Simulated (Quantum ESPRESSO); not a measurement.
## Band energies of K2OsCl4O2

```
K2OsCl4O2
1.0
   -3.61314     3.61314     4.39413
    3.61314    -3.61314     4.39413
    3.61314     3.61314    -4.39413
O Cl K Os
2 4 2 1
Cartesian
  0.00000   0.00000   7.03193
  0.00000   0.00000   1.75633
  1.90420   1.90420   4.39413
  1.70895   1.70895   0.00000
 -1.90420   1.90420   4.39413
  1.90420  -1.90420   4.39413
  0.00000   3.61314   2.19706
  3.61315   0.00000   2.19706
  0.00000   0.00000   0.00000
```

PBEsol (Quantum ESPRESSO, PseudoDojo norm-conserving, 84 Ry, without SOC); path ΓXYSΓZS1NPY1Z,XP; energies in eV from the valence-band maximum.

```
k (1/Å)  point  band 33  band 34  band 35  band 36  band 37  band 38  band 39  band 40
-------  -----  -------  -------  -------  -------  -------  -------  -------  -------
0.00         Γ    -1.46    -1.43    -1.43    -1.12    -0.40     1.67     1.67     2.58
0.41              -1.62    -1.56    -1.49    -1.41    -0.08     1.65     1.79     2.13
0.61         X    -1.70    -1.55    -1.53    -1.47     0.00     1.64     1.84     1.96
0.82              -1.63    -1.54    -1.49    -1.46    -0.11     1.69     1.84     2.13
1.03         Y    -1.65    -1.52    -1.48    -1.28    -0.36     1.79     1.84     2.44
1.03         S    -1.58    -1.52    -1.50    -1.23    -0.43     1.82     1.83     2.51
1.39              -1.47    -1.46    -1.43    -1.40    -0.24     1.71     1.74     2.35
1.76         Γ    -1.46    -1.43    -1.43    -1.12    -0.40     1.67     1.67     2.58
2.12              -1.59    -1.45    -1.45    -1.15    -0.45     1.74     1.74     2.58
2.47         Z    -1.60    -1.53    -1.53    -1.18    -0.51     1.84     1.84     2.57
2.47        S1    -1.58    -1.52    -1.50    -1.23    -0.43     1.82     1.83     2.51
2.94         N    -1.53    -1.52    -1.46    -1.43    -0.25     1.71     1.72     2.35
3.37         P    -1.77    -1.72    -1.47    -1.47     0.00     1.72     1.72     1.99
3.65              -1.58    -1.57    -1.50    -1.45    -0.11     1.69     1.80     2.15
3.92        Y1    -1.65    -1.52    -1.48    -1.28    -0.36     1.79     1.84     2.44
3.92         Z    -1.60    -1.53    -1.53    -1.18    -0.51     1.84     1.84     2.57
4.86         X    -1.70    -1.55    -1.53    -1.47     0.00     1.64     1.84     1.96
5.22         P    -1.77    -1.72    -1.47    -1.47     0.00     1.72     1.72     1.99
```

The PBEsol gap is direct, 1.64 eV at X.

Spin-orbit coupling is left out, which matters for elements this heavy: edges can move by tenths of an eV.

Geometry of the Materials Project entry, not relaxed at this level.
